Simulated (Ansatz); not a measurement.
S:
```yaml
crystal:
  lattice:
    - [-1.57360, 1.57360, 1.57360]
    - [1.57360, -1.57360, 1.57360]
    - [1.57360, 1.57360, -1.57360]
  atoms:
    - { symbol: S, position: [0.00000, 0.00000, 0.00000] }
```

Relaxed with r²SCAN+D4. Special points in fractions of this cell's reciprocal vectors: Γ (0.000, 0.000, 0.000); H (0.500, -0.500, 0.500); N (0.000, 0.000, 0.500); P (0.250, 0.250, 0.250).

Problem. List the band energies nearest the Fermi level at these points for r²SCAN+D4 (plane waves, PAW; program Ansatz).

Solution. In eV from the Fermi level; about four levels below and three above (degenerate sets whole), none deeper than 8.9 eV; … stands for higher levels left out; points with the same levels are listed once.

```tsv
k	below	above
Γ	–	3.35 3.35 3.35
H	-3.84 -3.84 -3.84	…
N	-7.81 -0.03	2.50 …
P	-4.45 -4.45 -4.45	…
```

Space group Im-3m (bcc (W type)). The cell is a constructed one: a structure type filled with these elements; neither database checked (COD, Materials Project) lists it. It is not the phase usual at ambient conditions (space group No. 70). The cell was relaxed with r²SCAN+D4 under the symmetry of its start. At this level the phase is mechanically unstable.

Potentials: the later of the program's two PAW sets.
